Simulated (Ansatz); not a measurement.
Li2SiS3:
```
CELL_PARAMETERS angstrom
      5.81197    -3.38020     0.00000
      5.81197     3.38020     0.00000
      0.00000     0.00000     5.97620
ATOMIC_POSITIONS crystal
  Li 0.48865 0.18059 0.99076
  Li 0.51135 0.81941 0.49076
  Li 0.81941 0.51135 0.99076
  Li 0.18059 0.48865 0.49076
  Si 0.16385 0.83615 0.00280
  Si 0.83615 0.16385 0.50280
  S  0.54198 0.15502 0.58992
  S  0.45802 0.84498 0.08992
  S  0.84498 0.45802 0.58992
  S  0.15502 0.54198 0.08992
  S  0.13954 0.86046 0.63104
  S  0.86046 0.13954 0.13104
```

Relaxed with r²SCAN.

Task: Give the Bader charges and basin volumes of the independent atoms, DFT-r²SCAN in the program Ansatz with PAW potentials.

Result: 

```json
[
 {"atom": "Li1", "Bader charge (e)": "+0.89", "Bader volume (Å³)": "3.7"},
 {"atom": "Si5", "Bader charge (e)": "+2.69", "Bader volume (Å³)": "5.9"},
 {"atom": "S7", "Bader charge (e)": "-1.51", "Bader volume (Å³)": "36.3"},
 {"atom": "S11", "Bader charge (e)": "-1.45", "Bader volume (Å³)": "31.5"}
]
```

Space group Cmc2_1. The first step of the workflow began from a Materials Project structure, measured or hypothetical; the Crystallography Open Database copy checked does not list it. Its standing as an ambient phase is unchecked. The r²SCAN relaxation kept the symmetry of its start; whether a distortion lowers the energy is not shown.

Potentials: the later of the program's two PAW sets.
